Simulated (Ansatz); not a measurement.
MoPt$_{2}$ (MoSi2 or CaC2 type, space group No. 139) at seven volumes, PBEsol in the plane-wave PAW code Ansatz, shape and atoms relaxed at each. One row is withheld.

| V (Å³/atom) | P (GPa) |
|---|---|
| 13.852 | 34.62 |
| 14.309 | 20.99 |
| 14.765 | 9.56 |
| 15.222 | 0.01 |
| 15.679 | -7.98 |
| 16.135 | -14.64 |
| 16.592 | ? |

Q: Fit the shown pressures and predict the withheld one.

A: Third-order Birch–Murnaghan: P = (3/2)B₀(x^(7/2) − x^(5/2))[1 + (3/4)(B′ − 4)(x − 1)] with x = (V₀/V)^(2/3). Least squares on the six rows gives V₀ = 15.223 Å³/atom, B₀ = 290.5 GPa, B′ = 4.94. At V = 16.592, x = 0.9442 and P = -20.23 GPa. The run itself gave -20.16 GPa.

Space group I4/mmm (MoSi2 or CaC2 type). A made-up cell: these elements were put on the sites of a structure type; neither database checked (COD, Materials Project) lists it. COD files the formula under space group No. 71. Its standing as an ambient phase is unchecked. The PBEsol relaxation kept the symmetry of its start; whether a distortion lowers the energy is not shown. The run is not spin-polarised. Spin–orbit coupling is left out wherever it is not named.

Potentials: the earlier of the program's two PAW sets. The files were generated under PBE; for other functionals the program regenerates the frozen cores, and for LDA and PBEsol the local potential too.
